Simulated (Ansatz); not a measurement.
## Magnetic states of manganese, diamond

All numbers below come from DFT, PBEsol, plane waves (420 eV) with PAW, scalar-relativistic (Ansatz 0.2.0). (PAW data from PBE, frozen cores regenerated.)

Each start was relaxed and then solved on a dense mesh, with Fermi-Dirac smearing of 0.05 eV (0.1 eV in a metal without spin) extrapolated to zero. Rows within 2 meV/atom of each other tie.

(1) Where does each start end, and how do the energies compare? Starts: non-magnetic; antiferromagnetic.

Results:

(1) 
```tsv
start	ends	ΔE (meV/atom)	V (Å³/atom)
antiferromagnetic	antiferromagnetic, largest moment 1.52 μB in the atomic sphere	0.0	15.39
non-magnetic	spin not included	45.1	14.56
```
